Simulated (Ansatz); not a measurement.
K2PtCl4:
```
CELL_PARAMETERS angstrom
      6.95707     0.00000     0.00000
      0.00000     6.95707     0.00000
      0.00000     0.00000     4.13036
ATOMIC_POSITIONS crystal
  K  0.00000 0.50000 0.50000
  K  0.50000 0.00000 0.50000
  Pt 0.00000 0.00000 0.00000
  Cl 0.23330 0.76670 0.00000
  Cl 0.76670 0.23330 0.00000
  Cl 0.23330 0.23330 0.00000
  Cl 0.76670 0.76670 0.00000
```

DFT-PBEsol in the program Ansatz with PAW potentials gives a gap of 1.85 eV without spin–orbit coupling, maximum at X, minimum at M.

Question: What happens when spin–orbit coupling is switched on?

Answer: The gap falls by 0.24 eV, to 1.61 eV; maximum at M, minimum at M.

Question: Give the electron effective mass with spin–orbit coupling.

Answer: 0.64, 0.64, 5.9 mₑ (principal values).

Question: Give the hole effective mass with spin–orbit coupling.

Answer: 3.2 mₑ (isotropic).

Space group P4/mmm. The workflow started from a Materials Project entry (that database holds measured and hypothetical structures alike); the Crystallography Open Database files this formula in space group No. 123, but the cells were not matched. Its standing as an ambient phase is unchecked. The cell was relaxed with PBEsol under the symmetry of its start; whether a distortion lowers the energy is not shown. The run is not spin-polarised.

Potentials: the later of the program's two PAW sets.
